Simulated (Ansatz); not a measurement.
Consider the following.

Cs$_{2}$NiO$_{2}$:
```cif
data_Cs2NiO2
_chemical_formula_sum 'Cs2 Ni1 O2'
_space_group_name_H-M_alt 'P 1'
_space_group_IT_number 1
_cell_length_a 7.46644
_cell_length_b 7.46644
_cell_length_c 7.46644
_cell_angle_alpha 145.729
_cell_angle_beta 145.729
_cell_angle_gamma 49.250
loop_
_space_group_symop_operation_xyz
  'x, y, z'
loop_
_atom_site_label
_atom_site_type_symbol
_atom_site_fract_x
_atom_site_fract_y
_atom_site_fract_z
_atom_site_occupancy
Cs1 Cs 0.34950 0.34950 0.00000 1
Cs2 Cs 0.65050 0.65050 0.00000 1
Ni1 Ni 0.00000 0.00000 0.00000 1
O1 O 0.12398 0.12398 0.00000 1
O2 O 0.87602 0.87602 0.00000 1
```
The run is spin-polarised; directions of the spins, atom by atom: 0 0 ↑ ↑ ↑.

This is the r²SCAN-relaxed structure.

Question: All from plane-wave PAW r²SCAN (Ansatz code), unless another level is named. Estimate the smallest direct gap on the standard path.

Answer: 2.11 eV.

Question: Predict the band gap.

Answer: 1.97 eV (indirect).

Question: Next, the formation energy from the elements (no fitted shifts)?

Answer: -1287 meV/atom.

Question: What about the valence-band maximum?

Answer: at X.

Space group I4/mmm. The workflow started from a Materials Project entry (that database holds measured and hypothetical structures alike); the Crystallography Open Database copy checked does not list it. Its standing as an ambient phase is unchecked. The cell was relaxed with r²SCAN under the symmetry of its start; whether a distortion lowers the energy is not shown. Spin order of the final state: ferromagnetic, the only order run, not a proven ground state. The cell computed holds one magnetic atom, so no antiferromagnetic order was within reach. Other orbital occupations within this spin state were not tried. No Hubbard U is applied. The references are the lowest solids computed at this level, not always the standard phases (solids in place of the gases). Scalar-relativistic: spin–orbit coupling is off unless named, which matters more the heavier the elements.

Potentials: the later of the program's two PAW sets.
